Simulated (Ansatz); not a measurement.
The start is a relaxed Sr2H3I cell deformed by the Cartesian strain tensor (xx, yy, zz, yz, xz, xy) = (-0.064, 0.057, 0.070, 0.037, -0.071, 0.037). The cell and all atomic positions are relaxed at zero pressure with PBE (plane waves to 420 eV, PAW, scalar-relativistic; Ansatz, a first-principles code). The first steps use a coarse 6×6×3 k-mesh.

Starting cell:
```
CELL_PARAMETERS angstrom
      3.97389     0.15921    -0.30356
     -1.84906     3.80678     0.28598
     -0.55139     0.28148     8.25152
ATOMIC_POSITIONS crystal
  Sr 0.66667 0.33333 0.67804
  Sr 0.33333 0.66667 0.32196
  H  0.00000 0.00000 0.50000
  H  0.66667 0.33333 0.35813
  H  0.33333 0.66667 0.64187
  I  0.00000 0.00000 0.00000
```

**Question.** What is the largest force in the starting geometry, and on which atom (counted from 1)?

**Answer.** 0.71 eV/Å, on Sr1, Sr2 (atoms numbered as listed).

**Question.** How does the volume per atom move from start to end?

**Answer.** -4.8 %, from 21.07 to 20.06 Å³/atom.

**Question.** How do the shortest distances between atoms change?

**Answer.** The closest pairs of elements (up to four, under 3.6 Å), start → end: H–Sr 2.27 → 2.47 Å; H–H 2.41 → 2.68 Å; I–Sr 3.23 → 3.49 Å; Sr–Sr 3.44 → 3.68 Å.

It ends as:

Space group P-3m1 (No. 164); a = b = 4.2449 Å, c = 7.7129 Å, α = β = 90.00°, γ = 120.00°

```json
[
 {"atom": "Sr", "site": "2d", "symmetry": "3m.", "x": "0.3333", "y": "0.6667", "z": "0.3220"},
 {"atom": "H", "site": "1b", "symmetry": "-3m.", "x": "0.0000", "y": "0.0000", "z": "0.5000"},
 {"atom": "H", "site": "2d", "symmetry": "3m.", "x": "0.6667", "y": "0.3333", "z": "0.3581"},
 {"atom": "I", "site": "1a", "symmetry": "-3m.", "x": "0.0000", "y": "0.0000", "z": "0.0000"}
]
```

Final values are on a 9×9×5 k-mesh of the relaxed cell. No spin polarisation in the result.

The run could not lose the symmetry of its start.

The cell that was disturbed is our relaxation of an entry of Materials Project.
